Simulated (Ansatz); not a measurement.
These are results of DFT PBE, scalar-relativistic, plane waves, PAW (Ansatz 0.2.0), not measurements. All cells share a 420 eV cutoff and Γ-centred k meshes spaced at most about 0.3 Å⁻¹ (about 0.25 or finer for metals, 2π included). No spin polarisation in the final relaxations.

All energies are static (0 K, no zero-point motion).

Two relaxed structures of CaS2:

A.

```cif
data_structure
_symmetry_space_group_name_H-M 'Cmmm'
_symmetry_Int_Tables_number 65
_cell_length_a 4.8749
_cell_length_b 7.3036
_cell_length_c 3.8374
_cell_angle_alpha 90.000
_cell_angle_beta 90.000
_cell_angle_gamma 90.000
_cell_volume 136.63
loop_
_atom_site_label
_atom_site_type_symbol
_atom_site_symmetry_multiplicity
_atom_site_Wyckoff_symbol
_atom_site_fract_x
_atom_site_fract_y
_atom_site_fract_z
_atom_site_occupancy
Ca1 Ca 2 c 0.50000 0.00000 0.50000 1
S1 S 4 e 0.25000 0.25000 0.00000 1
```

B.

```cif
data_structure
_symmetry_space_group_name_H-M 'P4/mmm'
_symmetry_Int_Tables_number 123
_cell_length_a 4.1034
_cell_length_b 4.1034
_cell_length_c 4.0180
_cell_angle_alpha 90.000
_cell_angle_beta 90.000
_cell_angle_gamma 90.000
_cell_volume 67.65
loop_
_atom_site_label
_atom_site_type_symbol
_atom_site_symmetry_multiplicity
_atom_site_Wyckoff_symbol
_atom_site_fract_x
_atom_site_fract_y
_atom_site_fract_z
_atom_site_occupancy
Ca1 Ca 1 b 0.00000 0.00000 0.50000 1
S1 S 2 f 0.00000 0.50000 0.00000 1
```

Question: Which form is favoured at zero pressure, and by what margin per atom?

Answer: A is lower, by 175 meV/atom. A has space group Cmmm (No. 65), 22.8 Å³/atom and no gap on its mesh; B has space group P4/mmm (No. 123), 22.6 Å³/atom and no gap. In A, Ca is surrounded by 8 S at 2.92 Å; around S lie 2 S at 2.44 Å and 4 Ca at 2.92 Å. In B, around Ca lie 8 S at 2.87 Å; S is surrounded by 4 Ca at 2.87 Å and 4 S at 2.90 Å. Both come from invented guesses.

Cells relaxed within their symmetry can be saddle points.
